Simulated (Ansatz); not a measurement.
TeO$_{2}$:
```cif
data_O8Te4
_chemical_formula_sum 'Te4 O8'
_space_group_name_H-M_alt 'P43212'
_space_group_IT_number 96
_space_group_name_Hall 'P 4nw 2abw'
_cell_length_a 4.84451
_cell_length_b 4.84451
_cell_length_c 7.70477
_cell_angle_alpha 90.000
_cell_angle_beta 90.000
_cell_angle_gamma 90.000
loop_
_atom_site_label
_atom_site_type_symbol
_atom_site_symmetry_multiplicity
_atom_site_Wyckoff_symbol
_atom_site_fract_x
_atom_site_fract_y
_atom_site_fract_z
_atom_site_occupancy
Te1 Te 4 a 0.02995 0.02995 0.00000 1
O1 O 8 b 0.26202 0.13884 0.18398 1
```

Relaxed at zero pressure with r²SCAN in the plane-wave PAW code Ansatz.

Problem. The volume is lowered by 3 % and shape and atoms relax at that volume. What pressure results, and how do the axes share the change?

Solution. 1.4 GPa; a -1.1 %, b -1.1 %, c -0.9 %; the energy rises by 2 meV/atom.

Problem. Give the new structure.

Solution. 
Space group P4₃2₁2 (No. 96); a = b = 4.7934 Å, c = 7.6337 Å, α = β = γ = 90.00°

```tsv
atom	site	symmetry	x	y	z
Te	4a	..2	0.0248	0.0248	0.0000
O	8b	1	0.2594	0.1375	0.1856
```

The phase is kept; no other phase was compared at this pressure.

Space group P4_32_12. The workflow started from a Materials Project entry (that database holds measured and hypothetical structures alike); the Crystallography Open Database copy checked does not list it. COD files the formula under space group No. 19, 61, 92, 136, so this cell is another polymorph or a model. Whether it is the stable phase at ambient conditions was not checked. The r²SCAN relaxation kept the symmetry of its start; whether a distortion lowers the energy is not shown. Spin–orbit coupling is left out wherever it is not named.

Potentials: the later of the program's two PAW sets.
